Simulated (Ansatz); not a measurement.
Relaxed-ion elastic tensor of As in space group Pm-3m (No. 221; As on 1b) in GPa (Voigt order), the program Ansatz at the LDA level (PAW); density 6.52 g/cm³, 19.08 Å³ per atom.

```
 237  21.0  21.0   0.0   0.0   0.0
21.0   237  21.0   0.0   0.0   0.0
21.0  21.0   237   0.0   0.0   0.0
 0.0   0.0   0.0  28.9   0.0   0.0
 0.0   0.0   0.0   0.0  28.9   0.0
 0.0   0.0   0.0   0.0   0.0  28.9
```

### Question
Is the crystal mechanically stable?

### Answer
Yes: the smallest eigenvalue of C is 28.9 GPa.

### Question
Work out the Voigt, Reuss and Hill averages.

### Answer
K_V = 93.0, K_R = 93.0, K_H = 93.0; G_V = 60.6, G_R = 40.9, G_H = 50.7 GPa.

### Question
Give Young's modulus, Poisson's ratio, Pugh's ratio and the universal anisotropy index.

### Answer
E = 9KG/(3K + G) = 129 GPa; ν = 0.27; K/G = 1.83 (near the Pugh limit of 1.75, no verdict); A_U = 5G_V/G_R + K_V/K_R − 6 = 2.40.

### Question
Estimate the sound speeds and the Debye temperature.

### Answer
v_l = √((K + 4G/3)/ρ) = 4960 m/s, v_t = √(G/ρ) = 2790 m/s, mean 3100 m/s; Θ = (h/k)(3n/4πV)^(1/3) v_m = 346 K.

### Question
Give the Zener ratio and Young's modulus along [100], [110] and [111].

### Answer
A = 2C44/(C11 − C12) = 0.27; 1/E = S11 − 2(S11 − S12 − S44/2)Γ with Γ = 0, 1/4, 1/3 gives 234, 94.3, 78.7 GPa.

The first step of the workflow began from a Materials Project structure, measured or hypothetical; the Crystallography Open Database copy checked does not list it. It is not the phase usual at ambient conditions (space group No. 166). The LDA relaxation kept the symmetry of its start; its stability against distortions is not shown here. As this level gives no gap, shear constants depend on the k-mesh and smearing (Fermi–Dirac, 0.1 eV here).

Potentials: the later of the program's two PAW sets.
